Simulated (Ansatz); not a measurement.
CaH₁₂Br₂O₆ — 17O NMR of the central transition

Cell: a Materials Project structure (computed, not necessarily an observed phase).

Space group P321 (No. 150); a = 8.1493, c = 4.0754 Å, γ = 120.00°.

| site | Wyckoff | site symmetry | x | y | z |
| --- | --- | --- | --- | --- | --- |
| Ca | 1a | 32. | 0.0000 | 0.0000 | 0.0000 |
| H2 | 6g | 1 | 0.0988 | 0.4227 | 0.0906 |
| H8 | 6g | 1 | 0.1101 | 0.7746 | 0.5177 |
| Br | 2d | 3.. | 0.3333 | 0.6667 | 0.4105 |
| O16 | 3e | .2. | 0.6994 | 0.6994 | 0.0000 |
| O19 | 3f | .2. | 0.2063 | 0.2063 | 0.5000 |

One atom of each set is listed.

The numbers come from a DFT calculation in Ansatz (PBE, plane waves and PAW, scalar-relativistic, 420 eV cutoff, Γ-centred 3×3×5 k-points, Fermi–Dirac smearing 0.02 eV).

17O has I = 5/2 and Q = -25.58 mb (Pyykkö 2018); at 14.1 T its Larmor frequency is ν₀ = 81.4 MHz. Only the quadrupole interaction is simulated: positions count from each site's isotropic chemical shift, and shift anisotropy, dipolar and J coupling are left out.

The O sites: O16 (3 atoms; 2 H at 0.99 Å, angle 106°; also 1 Ca at 2.45 Å); O19 (3 atoms; 2 H at 0.99 Å, angle 104°; also 2 Ca at 2.64 Å).

Fitted components of the simulated spectrum:

```csv
component,|C_Q| (MHz),η
A,8.26,0.80
B,9.30,0.70
```

(1) Which site most likely gives which component?

Results:

(1) By the calculation, A is O19, B is O16. At O16 V_zz stands upright on the plane of its two bonds (within 1°).

Hardware: 1 thread of Arm Neoverse V1 (aarch64; 8 cores open to the job, memory cap 2.5 GiB, no GPU), a shared host with a load of 0.8 a core. Wall time 22 s, CPU time 22 s, peak memory 0.48 GiB.
